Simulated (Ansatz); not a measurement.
Relaxing a structure of TiAl

The start is a generated trial cell of TiAl in the AFLOW prototype AB_oP4_59_a_b (as in CuTe). The structure is fully relaxed (lattice and positions, P = 0) with PBEsol (plane waves to 420 eV, PAW, scalar-relativistic; Ansatz, a quantum-chemistry and plane-wave program). The first steps use a coarse 12×9×6 k-mesh.

Initial structure:
```yaml
crystal:
  lattice:
    - [2.78018, 0.00000, 0.00000]
    - [0.00000, 3.60982, 0.00000]
    - [0.00000, 0.00000, 6.13405]
  atoms:
    - { symbol: Al, position: [0.00000, 0.00000, 0.05100] }
    - { symbol: Al, position: [0.50000, 0.50000, 0.94900] }
    - { symbol: Ti, position: [0.00000, 0.50000, 0.27700] }
    - { symbol: Ti, position: [0.50000, 0.00000, 0.72300] }
```

How large is the pressure on the unrelaxed cell, and of which sign?

+45.8 GPa (positive: the cell is compressed).

What is the largest force in the starting geometry, and on which atom (counted from 1)?

8.00 eV/Å, on Ti3, Ti4 (atoms numbered as listed).

By how much does the energy per atom fall from start to end?

1.97 eV/atom.

How do the shortest distances between atoms change?

The closest pairs of elements (up to four, under 3.6 Å), start → end: Al–Ti 2.28 → 2.82 Å; Al–Al 2.36 → 2.80 Å; Ti–Ti 2.78 → 2.80 Å.

What band gap does the relaxed structure have at this level?

Zero (metallic).

Give the final cell and atomic positions.


```cif
data_AlTi
_chemical_formula_sum 'Al1 Ti1'
_space_group_name_H-M_alt 'P4/mmm'
_space_group_IT_number 123
_space_group_name_Hall '-P 4 2'
_cell_length_a 2.79727
_cell_length_b 2.79727
_cell_length_c 4.03239
_cell_angle_alpha 90.000
_cell_angle_beta 90.000
_cell_angle_gamma 90.000
loop_
_atom_site_label
_atom_site_type_symbol
_atom_site_symmetry_multiplicity
_atom_site_Wyckoff_symbol
_atom_site_fract_x
_atom_site_fract_y
_atom_site_fract_z
_atom_site_occupancy
Al1 Al 1 a 0.00000 0.00000 0.00000 1
Ti1 Ti 1 d 0.50000 0.50000 0.50000 1
```

Final values are on a 17×17×12 k-mesh of the relaxed cell. No spin polarisation in the result.

The run could not lose the symmetry of its start.

The first start was generated by placing the elements on the sites of a structure type. A measured structure of TiAl has the same space group, P4/mmm (No. 123); the sites were not compared with it.
